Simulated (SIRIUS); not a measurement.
Consider a self-consistent single point of Ta₂Si (P-1, 6 atoms in the cell; from Materials Project mp-2783, changed as shown).

```
Ta2Si
1.0
   -3.08777     3.08777     2.52364
    3.05689    -3.05689     2.49840
    3.08777     3.08777    -2.52364
Ta Si
4 2
Cartesian
  2.05168   1.03608   2.50253
  1.00520   2.08256  -0.00413
 -1.02064   2.08790   2.51515
  4.07753   1.03075  -0.01675
 -0.00772   0.00772   1.25551
 -0.02316   0.02316   3.76653
```

Method: LDA (PW92), GBRV LDA ultrasoft pseudopotentials (plane waves; SIRIUS).

SIRIUS settings:

- parameters.ngridk: 6 6 6
- parameters.xc_functionals: [XC_LDA_X, XC_LDA_C_PW]
- parameters.gk_cutoff: 6.325 1/bohr
- parameters.pw_cutoff: 14.143 1/bohr
- parameters.smearing: fermi_dirac
- parameters.smearing_width: 0.00367493 Ha
- potentials: GBRV LDA ultrasoft pseudopotentials
- parameters.electronic_structure_method: pseudopotential
- parameters.num_bands: 36
- parameters.num_mag_dims: 0
- parameters.num_dft_iter: 100
- parameters.energy_tol: 1e-07 Ha
- parameters.density_tol: 1e-06
- mixer.type: broyden2
- mixer.beta: 0.3
- mixer.use_hartree: true

Results:

```
Quantity                                                  Value
------------------------------------------------  -------------
Number of valence electrons                                  60
Number of bands                                              36
Number of k-points after the program's reduction            112
Number of plane waves (most at a k-point)                  2773
Number of SCF iterations                                     18
FFT grid                                           45 × 45 × 45
Free energy E − TS                                -7989.9953 eV
Fermi level (on the code's own zero)                   17.39 eV
Pressure                                              -7.00 GPa
Largest force (vector length)                        0.157 eV/Å
```

Forces (eV/Å):
```tsv
atom	Fx	Fy	Fz
Ta1	0.090	-0.015	0.065
Ta2	-0.090	0.015	-0.065
Ta3	0.142	0.064	0.018
Ta4	-0.142	-0.064	-0.018
Si5	0.009	0.009	0.001
Si6	-0.009	-0.009	-0.001
```

Stress (GPa, positive for compression):
```
-6.99  -0.75   1.58
-0.75  -8.33  -0.94
 1.58  -0.94  -5.67
```

For comparison: a first run was changed to give this one (lattice vector b scaled by 0.99), and from it to this one the free energy goes down by 4.9 meV/atom, the pressure goes from -9.13 to -7.00 GPa and the largest force goes from 0.082 to 0.157 eV/Å.

The structure comes from a collection of computed structures, made at another level of theory; the collection holds predicted forms beside known ones. No clean gap shows at this smearing width and mesh (spacing up to 0.27 Å⁻¹); the mesh is coarse for partly filled bands, so the values carry mesh errors.

Cost on one core: about 6 core-minutes (a rough figure).
